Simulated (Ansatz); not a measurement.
MgNb₄VO₁₂: do the settings matter for the field gradients?

This input was run with Ansatz:

```yaml
crystal:
  lattice:
    - [5.3155792421, 0.0, 0.0]
    - [0.0183317854, 5.6622084083, 0.0]
    - [0.0069880158, 0.6631231599, 7.7425547443]
  atoms:
    - { symbol: Mg, position: [0.499287, 0.925174, 0.211492] }
    - { symbol: Nb, position: [0.998269, 0.005526, 0.001068] }
    - { symbol: Nb, position: [0.498854, 0.507222, 0.503583] }
    - { symbol: Nb, position: [0.000123, 0.996968, 0.495292] }
    - { symbol: Nb, position: [0.495965, 0.497253, 0.001584] }
    - { symbol: V, position: [0.999638, 0.413913, 0.707988], spin: 3.0 }
    - { symbol: O, position: [0.714936, 0.246435, 0.568581] }
    - { symbol: O, position: [0.859072, 0.032224, 0.268761] }
    - { symbol: O, position: [0.698572, 0.833227, 0.98539] }
    - { symbol: O, position: [0.821364, 0.718732, 0.581573] }
    - { symbol: O, position: [0.220708, 0.752718, 0.068946] }
    - { symbol: O, position: [0.582863, 0.553577, 0.267137] }
    - { symbol: O, position: [0.366107, 0.535048, 0.770362] }
    - { symbol: O, position: [0.812264, 0.352425, 0.95124] }
    - { symbol: O, position: [0.195926, 0.33434, 0.480242] }
    - { symbol: O, position: [0.319661, 0.217675, 0.087658] }
    - { symbol: O, position: [0.087959, 0.048245, 0.763761] }
    - { symbol: O, position: [0.316528, 0.856233, 0.445387] }
magnetization:
  spin_polarized: true
kpoints:
  mp_grid: { grid: [5, 4, 3] }
scf:
  occupations: { method: fermi_dirac, width: 0.02 }
hamiltonian:
  xc: pbe
  pseudopotentials: { kind: paw }
  hubbard: { sites: [{ species: Nb, l: d, u_eff: 5.0 }], double_counting: fll }
output:
  forces: true
  stress: true
  populations: true
  efg:
    quadrupole_moments_barn: { Mg: 0.1994, Nb: -0.32, V: -0.052, O: -0.02558 }
    contact_densities: true
total_charge: 1
```

```sh
ansatz run input.yaml --threads 2 --pin off --max-ram 5120MiB --backend cpu --events-out ev --progress --plain --runs-dir out
```

It converged. Of its output the block on the nuclei alone is shown, without the SCF iterations, energies, forces and stress (one atom of each set, the first 14 sets):

```
--- PAW observables at the nuclei: V_zz in 10²¹ V/m², potentials from the cell's mean, atoms counted from 1 ---
  atom   1  Mg V_zz =    +0.561036   η = 0.2892   by run symmetry: allowed   C_q = +2.7050 MHz
            electrostatic potential = -1104.629602 V   contact ρ = 7795.858850 e/Å³   contact ρ_s (e/Å³): all electrons +0.001813, valence +0.001897
  atom   2  Nb V_zz =    +5.503927   η = 0.3982   by run symmetry: allowed   C_q = -42.5870 MHz
            electrostatic potential = -6131.335167 V   contact ρ = 540938.569368 e/Å³   contact ρ_s (e/Å³): all electrons +0.081719, valence +0.087390
  atom   3  Nb V_zz =    +4.701223   η = 0.6147   by run symmetry: allowed   C_q = -36.3760 MHz
            electrostatic potential = -6131.035253 V   contact ρ = 540938.281077 e/Å³   contact ρ_s (e/Å³): all electrons +0.062252, valence +0.082676
  atom   4  Nb V_zz =    -1.297707   η = 0.6313   by run symmetry: allowed   C_q = +10.0411 MHz
            electrostatic potential = -6130.973098 V   contact ρ = 540938.428074 e/Å³   contact ρ_s (e/Å³): all electrons +0.104092, valence +0.121871
  atom   5  Nb V_zz =    +1.365268   η = 0.8276   by run symmetry: allowed   C_q = -10.5638 MHz
            electrostatic potential = -6130.960889 V   contact ρ = 540938.277435 e/Å³   contact ρ_s (e/Å³): all electrons -0.066487, valence -0.039605
  atom   6  V  V_zz =    +7.427853   η = 0.3128   by run symmetry: allowed   C_q = -9.3394 MHz
            electrostatic potential = -2688.847245 V   contact ρ = 65997.333437 e/Å³   contact ρ_s (e/Å³): all electrons -1.543658, valence +1.483412
  atom   7  O  V_zz =    -3.805894   η = 0.2777   by run symmetry: allowed   C_q = +2.3540 MHz
            electrostatic potential = -623.402278 V   contact ρ = 2157.839834 e/Å³   contact ρ_s (e/Å³): all electrons +0.025439, valence +0.011881
  atom   8  O  V_zz =    +3.122310   η = 0.7958   by run symmetry: allowed   C_q = -1.9312 MHz
            electrostatic potential = -623.940265 V   contact ρ = 2157.160567 e/Å³   contact ρ_s (e/Å³): all electrons +0.001233, valence -0.001815
  atom   9  O  V_zz =    +3.316925   η = 0.4420   by run symmetry: allowed   C_q = -2.0516 MHz
            electrostatic potential = -624.175748 V   contact ρ = 2157.607473 e/Å³   contact ρ_s (e/Å³): all electrons -0.000395, valence -0.001548
  atom  10  O  V_zz =    -3.774551   η = 0.4972   by run symmetry: allowed   C_q = +2.3346 MHz
            electrostatic potential = -623.319209 V   contact ρ = 2157.292170 e/Å³   contact ρ_s (e/Å³): all electrons +0.052720, valence +0.042768
  atom  11  O  V_zz =    +3.734368   η = 0.4240   by run symmetry: allowed   C_q = -2.3098 MHz
            electrostatic potential = -624.169034 V   contact ρ = 2157.461164 e/Å³   contact ρ_s (e/Å³): all electrons +0.003006, valence -0.000110
  atom  12  O  V_zz =    +3.435781   η = 0.3166   by run symmetry: allowed   C_q = -2.1251 MHz
            electrostatic potential = -624.032108 V   contact ρ = 2157.665659 e/Å³   contact ρ_s (e/Å³): all electrons -0.005214, valence -0.011273
  atom  13  O  V_zz =    -4.400448   η = 0.4030   by run symmetry: allowed   C_q = +2.7218 MHz
            electrostatic potential = -623.341678 V   contact ρ = 2157.281311 e/Å³   contact ρ_s (e/Å³): all electrons -0.001167, valence -0.007569
  atom  14  O  V_zz =    -4.196510   η = 0.4919   by run symmetry: allowed   C_q = +2.5956 MHz
            electrostatic potential = -623.405598 V   contact ρ = 2157.314119 e/Å³   contact ρ_s (e/Å³): all electrons +0.003869, valence -0.010267
```

(1) Can these gradients be trusted, and how do they compare with a run on standard settings?

Results:

(1) Only as results of these settings. Against the standard input the change is `hamiltonian.hubbard`: not typed → {sites: [{species: Nb, l: d, u_eff: 5.0}], double_counting: fll}; `total_charge`: not typed → 1. A site carries the number of its first atom; V_zz in 10²¹ V/m².

```
site  atom  V_zz standard  η standard  V_zz here  η here
  Mg     1           0.56        0.23       0.56    0.29
 Nb2     2           4.38        0.25       5.50    0.40
 Nb3     3           3.51        0.45       4.70    0.61
 Nb4     4           0.41        0.98      -1.30    0.63
 Nb5     5           1.06        0.96       1.37    0.83
   V     6           0.79        0.42       7.43    0.31
 O10    10          -2.95        0.16      -3.77    0.50
 O13    13          -3.00        0.19      -4.40    0.40
 O14    14          -3.03        0.26      -4.20    0.49
 O15    15          -3.18        0.15      -4.09    0.24
 O16    16           2.47        0.77       2.98    0.93
 O17    17          -3.15        0.18      -4.65    0.23
```

The largest change of V_zz along a kept axis is on O17, from -3.15 to -4.65. The whole tensor moves most on V, by 7.76 along its most changed direction. Small gradients that grow severalfold: Nb4 (0.41 to -1.30). In per cent, |V_zz| changes by +1 on Mg, +26 to +34 on Nb, +21 to +48 on O (all sites that start above 0.5, bar those whose gradient vanishes or changes sign or whose main axis turns by over 40°). Where |V_zz| stays above 0.1 and the axes keep their order, η moves most on O10, from 0.16 to 0.50. On Nb5, V, Nb4 the largest principal value lies along another axis in the second run, so the two V_zz can't be compared directly. The table leaves out 6 of the 18 sites, with |V_zz| up to 3.81; their tensors move by 1.28 at most along any direction. The statements above cover all sites. The changed cell holds a charge of +1 on a uniform background, so it isn't the neutral crystal. At these positions the changed run has forces up to 1.6 eV/Å, so its atoms aren't at their own equilibrium. The absolute magnetisation of the cell goes from 3.2 to 2.2 μB. SCF iterations: 16 and 51.

On the reference run: At this cell the PBE pressure is -5 GPa, so with PBE the cell would shrink if it were relaxed. The entry's cell may itself be off. The largest force is 0.6 eV/Å, so the atoms aren't at the calculated equilibrium and relaxing them would move these values. Without spin–orbit coupling (the program notes it for Nb) the gradients can shift somewhat, as the gap is small. With a gap of 0.5 eV on this mesh, small gradients can still move by 0.1 × 10²¹ V/m² or more as the k-mesh gets denser. All moments are parallel here, as the start or the cell imposes; many such compounds order antiparallel, where fields and spin densities carried over to other atoms largely cancel. The magnetic order is the one that the run reached from its start moments, not necessarily the measured one.
